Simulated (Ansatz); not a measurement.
Relaxed LaOF (space group R-3m):

```yaml
crystal:
  lattice:
    - [1.98840, 1.14800, 6.60909]
    - [-1.98840, 1.14800, 6.60909]
    - [0.00000, -2.29601, 6.60909]
  atoms:
    - { symbol: La, position: [0.74234, 0.74234, 0.74234] }
    - { symbol: La, position: [0.25766, 0.25766, 0.25766] }
    - { symbol: O, position: [0.62276, 0.62276, 0.62276] }
    - { symbol: O, position: [0.37724, 0.37724, 0.37724] }
    - { symbol: F, position: [0.87072, 0.87072, 0.87072] }
    - { symbol: F, position: [0.12928, 0.12928, 0.12928] }
```

A phonon eigenvector at Γ is frozen into this cell: atom i moves by Q times the vector below, so Q is the largest atomic displacement, in Å. The cell is held. It is one choice among 2 degenerate patterns.

```tsv
atom	x	y	z
La1	0.000	0.167	0.000
La2	0.000	0.167	0.000
O3	0.000	-0.263	0.000
O4	0.000	-0.263	0.000
F5	0.000	-1.000	0.000
F6	0.000	-1.000	0.000
```

These are LDA (plane waves to 420 eV, PAW, scalar-relativistic; Ansatz, a first-principles code) values and carry that method's errors. k mesh 10×10×10 (Γ-centred), Fermi-Dirac smearing 0.05 eV. E stands for the smeared free energy. LaOF is run without spin polarisation. LaOF was relaxed with its symmetry unable to fall. The zero of ΔE is the undisplaced structure.

```tsv
Q (Å)	ΔE (meV/cell)
-0.180	149.4
-0.120	65.3
-0.060	16.2
0.000	0.0
0.060	16.2
0.120	65.3
0.180	149.4
```

Question: Which DFPT wavenumber at Γ belongs to this mode?
A) 462 cm⁻¹
B) 225 cm⁻¹
C) 105 cm⁻¹
D) 387 cm⁻¹

Answer: B, 225 cm⁻¹. The curvature of the scan gives 225 cm⁻¹

(For displaced atoms, the force is minus the slope of the energy, and its curvature is a force constant, which sets phonon frequencies.)
